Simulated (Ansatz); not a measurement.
The start is a relaxed TiAl cell, doubled along one cell vector, shaken by Gaussian noise of σ = 0.08 Å a coordinate. Cell shape, volume and atoms are optimised at zero target pressure with r2SCAN (plane waves to 500 eV, PAW, scalar-relativistic; Ansatz, a first-principles code). The first steps use a coarse 5×9×12 k-mesh.

The start:
```
TiAl
1.0
   -3.84262     3.84262     8.78962
    1.92131    -1.92131     4.39481
    1.92131     1.92131    -4.39481
Ti Al
4 4
Cartesian
 -0.03389   1.93741   2.30108
 -1.89110   3.87736   6.71553
 -0.02176   0.04736   0.04636
 -1.95571   1.74921   4.39251
  0.05009  -0.02610   4.23654
 -1.78081   2.01628   8.80439
  1.97162   0.01362   2.23677
  0.09202   1.70222   6.55523
```

- Initial pressure: +2.4 GPa (positive: the cell is compressed)
- Largest initial force: 2.27 eV/Å, on Al8 (atoms numbered as listed)
- Energy released: 0.11 eV/atom
- Relative to the parent: It relaxes back to the parent, I4₁/amd (No. 141)
- Shortest distances (start → end): The closest pairs of elements (up to four, under 3.6 Å), start → end: Al–Ti 2.47 → 2.72 Å; Al–Al 2.77 → 2.92 Å; Ti–Ti 2.83 → 2.92 Å
- Band gap at the end: zero (metallic)
- Optimiser moves: 4

The end point of the relaxation:

```cif
data_Al4Ti4
_chemical_formula_sum 'Ti4 Al4'
_space_group_name_H-M_alt 'I41/amd :1'
_space_group_IT_number 141
_space_group_name_Hall 'I 4bw 2bw -1bw'
_cell_length_a 3.84274
_cell_length_b 3.84274
_cell_length_c 8.78932
_cell_angle_alpha 90.000
_cell_angle_beta 90.000
_cell_angle_gamma 90.000
loop_
_atom_site_label
_atom_site_type_symbol
_atom_site_symmetry_multiplicity
_atom_site_Wyckoff_symbol
_atom_site_fract_x
_atom_site_fract_y
_atom_site_fract_z
_atom_site_occupancy
Ti1 Ti 4 a 0.00000 0.00000 0.00000 1
Al1 Al 4 b 0.00000 0.00000 0.50000 1
```
(The calculation used a cell of 4 atoms; values per cell refer to that cell.)

Final values are on a 17×17×17 k-mesh of the relaxed cell. No spin polarisation in the result.

The relaxed structure here is a generated cell of TiAl: the first start was made by placing the elements on the sites of a structure type, and the end was not matched to a known phase here, so it may be hypothetical. Known forms of TiAl include space group No. 123.
